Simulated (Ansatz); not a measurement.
**Kick test of a cell of CdSb₂O₄**

The cell was found from a proposed guess, not taken from experiment.

Level of theory: Ansatz 0.2.0, DFT PBE, scalar-relativistic, plane waves, PAW. Settings: cutoff 420 eV, Γ-centred mesh 4×4×8 on the computed 14-atom cell, Gaussian smearing of 0.02 eV; no spin polarisation.

The cell below (14 atoms, space group Pbam (No. 55)) is relaxed within its symmetry.

```
Cd Sb O
1.0
     7.16495    0.00000    0.00000
     0.00000   10.05044    0.00000
     0.00000    0.00000    3.39443
Cd Sb O
2 4 8
Direct
  0.50000 0.50000 0.00000
  0.00000 0.00000 0.00000
  0.11270 0.70600 0.50000
  0.88730 0.29400 0.50000
  0.61270 0.79400 0.50000
  0.38730 0.20600 0.50000
  0.69600 0.69009 0.00000
  0.30400 0.30991 0.00000
  0.60126 0.36086 0.50000
  0.39874 0.63914 0.50000
  0.19600 0.80991 0.00000
  0.80400 0.19009 0.00000
  0.89874 0.86086 0.50000
  0.10126 0.13914 0.50000
```

For the test it was strained at random (σ = 1.5 % a component), the atoms were moved at random (σ = 0.15 Å), and all was relaxed again on a coarse 4×2×2 mesh (in the run’s order of axes) with 0.10 eV smearing, with no symmetry imposed.

Spin–orbit coupling, which can matter for Sb, is left out.

Task: What happens?

Result: It returns, within 1 meV/atom of the unmoved cell on that mesh and with the same symmetry when read at 0.1 Å (P-1 at 0.01 Å, so small strains and shifts remain). No instability shows in this cell; modes of other wave vectors, which need another repeat, aren't tested.
